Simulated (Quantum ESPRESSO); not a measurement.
# Si3O4NF: input and log of a self-consistent run

Simulated, not a measurement. The program is pw.x of Quantum ESPRESSO 7.5 (plane-wave density functional theory). The cell is made up: 9 atoms on a quartz lattice, with randomly drawn elements, strain and displacements, not relaxed. PseudoDojo standard norm-conserving files (v0.5 for PBE, v0.4.1 for LDA and PBEsol) set the functional; there is no spin polarisation, spin-orbit coupling or dispersion term, and the masses in the input are unused placeholders.

Input:

```
&control calculation='scf', pseudo_dir='./dojo.nc.sr.pbe.v0_5.standard.upf', outdir='./o', disk_io='medium', tprnfor=.true., tstress=.true. /
&system ibrav=0, nat=9, ntyp=4, nbnd=30, ecutwfc=84.00895049, nosym=.true., tot_charge=0,
 occupations='smearing', smearing='fd', degauss=0.0018374661
/
&electrons conv_thr=7.350e-09, electron_maxstep=60, /
ATOMIC_SPECIES
F 1.0 F.upf
N 1.0 N.upf
O 1.0 O.upf
Si 1.0 Si.upf
CELL_PARAMETERS angstrom
4.8012 -0.0077 0.0458
-2.4073 4.2194 0.0073
0.0502 0.0382 5.4388
ATOMIC_POSITIONS angstrom
Si 2.2144 0.2052 3.6131
Si -1.047 2.0122 1.7253
Si 1.3042 2.1975 -0.0164
O 1.2402 1.1986 4.2917
N 3.1513 0.687 2.5216
O 2.7672 2.4486 0.705
O 0.2944 1.7484 1.1293
O -1.0225 3.0404 3.0311
F 0.8482 3.6079 4.8376
K_POINTS automatic
5 5 4 1 1 1
```

The log is shortened where brackets say so; the opening notice, blank lines, dates and the lines on written files are dropped, and the path of the files is cut. It prints rydbergs, bohrs and kilobars, and counts compression as positive stress. With no partly filled state, the Fermi energy that it prints is only some level between the filled and the empty states on the mesh, and need not lie in the true gap.

```
     Program PWSCF v.7.5
     Parallel version (MPI & OpenMP), running on       1 processor cores
     Number of MPI processes:                 1
     Threads/MPI process:                     1
     [start-up lines left out]
     bravais-lattice index     =            0
     lattice parameter (alat)  =       9.0734  a.u.
     unit-cell volume          =     742.7496 (a.u.)^3
     number of atoms/cell      =            9
     number of atomic types    =            4
     number of electrons       =        48.00
     number of Kohn-Sham states=           30
     kinetic-energy cutoff     =      84.0090  Ry
     charge density cutoff     =     336.0358  Ry
     scf convergence threshold =      7.3E-09
     mixing beta               =       0.7000
     number of iterations used =            8  plain     mixing
     Exchange-correlation= PBE
                           (   1   4   3   4   0   0   0)
     [axes and pseudopotential details left out]
   Cartesian axes
     site n.     atom                  positions (alat units)
         1        Si     tau(   1) = (   0.4611965   0.0427373   0.7525058  )
         2        Si     tau(   2) = (  -0.2180603   0.4190840   0.3593309  )
         3        Si     tau(   3) = (   0.2716277   0.4576767  -0.0034157  )
         4        O      tau(   4) = (   0.2582983   0.2496342   0.8938389  )
         5        N      tau(   5) = (   0.6563260   0.1430825   0.5251775  )
         6        O      tau(   6) = (   0.5763289   0.5099736   0.1468314  )
         7        O      tau(   7) = (   0.0613151   0.3641419   0.2352010  )
         8        O      tau(   8) = (  -0.2129576   0.6332287   0.6312918  )
         9        F      tau(   9) = (   0.1766559   0.7514228   1.0075343  )
     number of k points=    50  Fermi-Dirac smearing, width (Ry)=  0.0018
                       cart. coord. in units 2pi/alat
        k(    1) = (   0.0992452   0.1702292   0.1082395), wk =   0.0400000
        k(    2) = (   0.0971370   0.1686446   0.3289725), wk =   0.0400000
     [further k points left out]
     Dense  grid:    77301 G-vectors     FFT dimensions: (  54,  54,  60)
     Estimated max dynamical RAM per process >      98.16 MB
     Initial potential from superposition of free atoms
     starting charge      47.9981, renormalised to      48.0000
     Starting wfcs are   36 randomized atomic wfcs
     total cpu time spent up to now is        6.7 secs
     per-process dynamical memory:    74.8 Mb
     Self-consistent Calculation
     iteration #  1     ecut=    84.01 Ry     beta= 0.70
     Davidson diagonalization with overlap
     ethr =  1.00E-02,  avg # of iterations =  3.0
     total cpu time spent up to now is       23.8 secs
     total energy              =    -227.06235761 Ry
     estimated scf accuracy    <       2.85940009 Ry
     iteration #  2     ecut=    84.01 Ry     beta= 0.70
     Davidson diagonalization with overlap
     ethr =  5.96E-03,  avg # of iterations =  3.1
     total cpu time spent up to now is       40.1 secs
     total energy              =    -227.72979615 Ry
     estimated scf accuracy    <       2.28389587 Ry
     iteration #  3     ecut=    84.01 Ry     beta= 0.70
     Davidson diagonalization with overlap
     ethr =  4.76E-03,  avg # of iterations =  2.0
     total cpu time spent up to now is       56.1 secs
     total energy              =    -228.20750701 Ry
     estimated scf accuracy    <       0.10458020 Ry
     iteration #  4     ecut=    84.01 Ry     beta= 0.70
     Davidson diagonalization with overlap
     ethr =  2.18E-04,  avg # of iterations =  6.3
     total cpu time spent up to now is       83.2 secs
     total energy              =    -228.22931119 Ry
     estimated scf accuracy    <       0.01131453 Ry
     iteration #  5     ecut=    84.01 Ry     beta= 0.70
     Davidson diagonalization with overlap
     ethr =  2.36E-05,  avg # of iterations =  7.3
     total cpu time spent up to now is      113.5 secs
     total energy              =    -228.23141388 Ry
     estimated scf accuracy    <       0.00146935 Ry
     iteration #  6     ecut=    84.01 Ry     beta= 0.70
     Davidson diagonalization with overlap
     ethr =  3.06E-06,  avg # of iterations =  6.3
     total cpu time spent up to now is      144.4 secs
     total energy              =    -228.23161371 Ry
     estimated scf accuracy    <       0.00029730 Ry
     iteration #  7     ecut=    84.01 Ry     beta= 0.70
     Davidson diagonalization with overlap
     ethr =  6.19E-07,  avg # of iterations =  2.1
     total cpu time spent up to now is      169.6 secs
     total energy              =    -228.23166823 Ry
     estimated scf accuracy    <       0.00002173 Ry
     iteration #  8     ecut=    84.01 Ry     beta= 0.70
     Davidson diagonalization with overlap
     ethr =  4.53E-08,  avg # of iterations =  2.0
     total cpu time spent up to now is      196.5 secs
     total energy              =    -228.23167274 Ry
     estimated scf accuracy    <       0.00000261 Ry
     iteration #  9     ecut=    84.01 Ry     beta= 0.70
     Davidson diagonalization with overlap
     ethr =  5.44E-09,  avg # of iterations =  3.0
     total cpu time spent up to now is      224.2 secs
     total energy              =    -228.23167317 Ry
     estimated scf accuracy    <       0.00000082 Ry
     iteration # 10     ecut=    84.01 Ry     beta= 0.70
     Davidson diagonalization with overlap
     ethr =  1.71E-09,  avg # of iterations =  2.0
     total cpu time spent up to now is      238.9 secs
     total energy              =    -228.23167319 Ry
     estimated scf accuracy    <       0.00000013 Ry
     iteration # 11     ecut=    84.01 Ry     beta= 0.70
     Davidson diagonalization with overlap
     ethr =  2.81E-10,  avg # of iterations =  2.0
     total cpu time spent up to now is      260.3 secs
     End of self-consistent calculation
          k = 0.0992 0.1702 0.1082 (  9656 PWs)   bands (ev):
   -23.4175 -16.8755 -16.0343 -14.9113 -13.2778  -8.7365  -7.3112  -5.3350
    -4.6488  -4.0611  -3.6943  -2.6177  -1.5932  -0.9248  -0.6921  -0.1768
     0.1868   0.7781   1.5500   1.6977   2.5833   2.8612   4.8005   5.2908
     8.6075  11.3181  12.0523  12.3744  12.7430  13.0442
     [levels at the other k points left out]
     the Fermi energy is     6.8310 ev
!    total energy              =    -228.23167322 Ry
     estimated scf accuracy    <          6.0E-09 Ry
     smearing contrib. (-TS)   =       0.00000000 Ry
     internal energy E=F+TS    =    -228.23167322 Ry
     The total energy is F=E-TS. E is the sum of the following terms:
     one-electron contribution =    -104.52005226 Ry
     hartree contribution      =      78.64010028 Ry
     xc contribution           =     -61.36016446 Ry
     ewald contribution        =    -140.99155678 Ry
     convergence has been achieved in  11 iterations
     Forces acting on atoms (cartesian axes, Ry/au):
     atom    1 type  4   force =    -0.07181184   -0.19107806   -0.15682871
     atom    2 type  4   force =    -0.11950372   -0.03162589    0.31624222
     atom    3 type  4   force =     0.09563776   -0.02463373    0.18371165
     atom    4 type  3   force =    -0.06066653   -0.00836881    0.01314462
     atom    5 type  2   force =     0.10537744   -0.00056880   -0.10115533
     atom    6 type  3   force =    -0.17707991    0.08628262   -0.21911578
     atom    7 type  3   force =     0.21524333   -0.01349326   -0.10598918
     atom    8 type  3   force =     0.03151685    0.09826660    0.06761288
     atom    9 type  1   force =    -0.01871338    0.08521931    0.00237763
     Total force =     0.646309     Total SCF correction =     0.000164
     Computing stress (Cartesian axis) and pressure
          total   stress  (Ry/bohr**3)                   (kbar)     P=      220.77
   0.00176742  -0.00049771  -0.00074587          260.00      -73.22     -109.72
  -0.00049771   0.00130070  -0.00038781          -73.22      191.34      -57.05
  -0.00074587  -0.00038781   0.00143426         -109.72      -57.05      210.99
     init_run     :      6.50s CPU      6.62s WALL (       1 calls)
     electrons    :    244.79s CPU    253.67s WALL (       1 calls)
     forces       :      3.98s CPU      4.03s WALL (       1 calls)
     stress       :     15.12s CPU     15.22s WALL (       1 calls)
     [timing details left out]
     PWSCF        :   4m30.57s CPU   4m39.93s WALL
     JOB DONE.
```

In other units: free energy -3105.250 eV for the cell, pressure 22.08 GPa, largest force component 8.131 eV/Å. A rerun of a related cell, with the same atoms placed differently, at a cutoff of 1437 eV and k mesh 7 x 7 x 6 moved values by no more than 0.003 eV in energy, 0.02 GPa in stress and 0.002 eV/Å in force.